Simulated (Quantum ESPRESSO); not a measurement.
**Band energies of SrO$_{2}$**

```
SrO2
1.0
    8.51116     0.00000     0.00000
    0.00000     4.94697     0.00000
    0.00000     0.00000     4.72422
O Sr
8 4
Direct
  0.64463   0.75000   0.53443
  0.35537   0.25000   0.46557
  0.85537   0.25000   0.03443
  0.14463   0.75000   0.96557
  0.60450   0.75000   0.22287
  0.39550   0.25000   0.77713
  0.89550   0.25000   0.72287
  0.10450   0.75000   0.27713
  0.85342   0.75000   0.89096
  0.14658   0.25000   0.10904
  0.64658   0.25000   0.39096
  0.35342   0.75000   0.60904
```

PBEsol (Quantum ESPRESSO, PseudoDojo norm-conserving, 84 Ry, no spin-orbit coupling); path ΓXSYΓZURTZ,YT,UX,SR; energies in eV from the valence-band maximum.

```
k (1/Å)  point  band 40  band 41  band 42  band 43  band 44  band 45  band 46  band 47
-------  -----  -------  -------  -------  -------  -------  -------  -------  -------
0.00         Γ    -0.44    -0.21    -0.20    -0.18    -0.10     3.91     4.32     4.47
0.22              -0.63    -0.23    -0.21    -0.15    -0.12     3.41     3.78     4.19
0.67         X    -0.60    -0.60    -0.60    -0.05    -0.05     2.71     2.71     3.46
0.88              -0.67    -0.42    -0.42    -0.07    -0.07     2.78     2.78     3.43
1.30         S    -0.51    -0.19    -0.19    -0.09    -0.09     3.15     3.15     3.16
1.52              -0.46    -0.26    -0.26    -0.03    -0.03     3.34     3.34     3.48
1.97         Y    -0.35    -0.22    -0.22    -0.01    -0.01     4.30     4.30     4.37
2.18              -0.44    -0.31    -0.08    -0.06    -0.05     4.21     4.33     4.38
2.60         Γ    -0.44    -0.21    -0.20    -0.18    -0.10     3.91     4.32     4.47
2.97         Z    -0.73    -0.29    -0.29    -0.09    -0.09     4.12     4.12     4.33
3.14              -0.70    -0.34    -0.34    -0.10    -0.10     3.83     3.83     4.37
3.47              -0.59    -0.57    -0.57    -0.12    -0.12     3.03     3.03     3.50
3.63         U    -0.64    -0.54    -0.54    -0.13    -0.13     2.88     2.88     3.33
3.95              -0.65    -0.27    -0.27    -0.16    -0.16     2.96     2.96     3.30
4.11              -0.61    -0.16    -0.16    -0.14    -0.14     3.05     3.05     3.25
4.27         R    -0.60    -0.13    -0.13    -0.13    -0.13     3.16     3.16     3.16
4.44              -0.58    -0.14    -0.14    -0.14    -0.14     3.33     3.33     3.33
4.60              -0.52    -0.16    -0.16    -0.16    -0.16     3.74     3.74     3.74
4.93         T    -0.47    -0.17    -0.17    -0.17    -0.17     4.24     4.24     4.24
5.25              -0.61    -0.25    -0.25    -0.10    -0.10     4.18     4.18     4.32
5.41              -0.70    -0.26    -0.26    -0.10    -0.10     4.15     4.15     4.33
5.57         Z    -0.73    -0.29    -0.29    -0.09    -0.09     4.12     4.12     4.33
5.57         Y    -0.35    -0.22    -0.22    -0.01    -0.01     4.30     4.30     4.37
5.75              -0.37    -0.21    -0.21    -0.07    -0.07     4.26     4.26     4.32
5.94         T    -0.47    -0.17    -0.17    -0.17    -0.17     4.24     4.24     4.24
5.94         U    -0.64    -0.54    -0.54    -0.13    -0.13     2.88     2.88     3.33
6.12              -0.62    -0.57    -0.57    -0.09    -0.09     2.79     2.79     3.40
6.31         X    -0.60    -0.60    -0.60    -0.05    -0.05     2.71     2.71     3.46
6.31         S    -0.51    -0.19    -0.19    -0.09    -0.09     3.15     3.15     3.16
6.68         R    -0.60    -0.13    -0.13    -0.13    -0.13     3.16     3.16     3.16
```

The PBEsol gap is indirect, 2.71 eV, from 67 % of the way from S to Y to X; the smallest direct gap is 2.77 eV. Another valence extremum on the path lies within 0.02 eV, too close to call.

Geometry of the Materials Project entry, not relaxed at this level.

The structure is a Materials Project entry; no match was found in the copy of COD used, and its stability was not checked.

Letters of k points follow the standard setting of the lattice, whose axes may be ordered differently from the printed cell.
